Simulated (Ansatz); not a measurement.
Ba2H6Os:
```yaml
crystal:
  lattice:
    - [0.00000, 4.02818, 4.02818]
    - [4.02818, 0.00000, 4.02818]
    - [4.02818, 4.02818, 0.00000]
  atoms:
    - { symbol: Ba, position: [0.75000, 0.75000, 0.75000] }
    - { symbol: Ba, position: [0.25000, 0.25000, 0.25000] }
    - { symbol: H, position: [0.78500, 0.78500, 0.21500] }
    - { symbol: H, position: [0.21500, 0.21500, 0.78500] }
    - { symbol: H, position: [0.21500, 0.78500, 0.78500] }
    - { symbol: H, position: [0.78500, 0.21500, 0.21500] }
    - { symbol: H, position: [0.78500, 0.21500, 0.78500] }
    - { symbol: H, position: [0.21500, 0.78500, 0.21500] }
    - { symbol: Os, position: [0.00000, 0.00000, 0.00000] }
```

DFT-r²SCAN in the program Ansatz with PAW potentials gives a gap of 2.25 eV without spin–orbit coupling, maximum at Γ, minimum at X.

Problem. What happens when spin–orbit coupling is switched on?

Solution. The gap drops by 0.24 eV, to 2.01 eV; maximum at Γ, minimum at X.

Problem. Give the hole effective mass with spin–orbit coupling.

Solution. 3.7 mₑ (isotropic).

Space group Fm-3m. The workflow started from a Materials Project entry (that database holds measured and hypothetical structures alike); the Crystallography Open Database copy checked does not list it. Whether it is the stable phase at ambient conditions was not checked. Symmetry was held in the r²SCAN relaxation; its stability against distortions is not shown here. The run is not spin-polarised.

Potentials: the later of the program's two PAW sets.
